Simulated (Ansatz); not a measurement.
Name crystals whose computed values (PBEsol (plane waves, PAW; program Ansatz)) fall in these windows: highest Γ mode, no LO–TO term (cm⁻¹) 130 to 160; B₀ by P(V) fit (GPa) 51 to 70.



```csv
crystal,"highest Γ mode, no LO–TO term (cm⁻¹)",B₀ by P(V) fit (GPa)
"GaSb, I-4m2 (Ga on 2d, Sb on 2a)",150,61.0
"Bi2Pt, P31m (Bi on 1a, Bi on 2b, Bi on 3c, Pt on 3c)",159,53.9
"LuSb, rock salt",147,67.8
"Pb2Au, I4/mcm (Pb on 8h, Au on 4a)",134,68.7
"YIn, CsCl type",134,63.1
```
Others may fit too.

Not the usual ambient phase: GaSb, I-4m2 (Ga on 2d, Sb on 2a). Standing as an ambient phase not checked: Bi2Pt, P31m (Bi on 1a, Bi on 2b, Bi on 3c, Pt on 3c); LuSb, rock salt; Pb2Au, I4/mcm (Pb on 8h, Au on 4a); YIn, CsCl type. All cells were relaxed under the symmetry of their starts (and spin orders); stability against distortions was not tested throughout. Rows with no word on spin ran without spin polarisation. Spin–orbit coupling is left out wherever it is not named.

Potentials: the later of the program's two PAW sets.
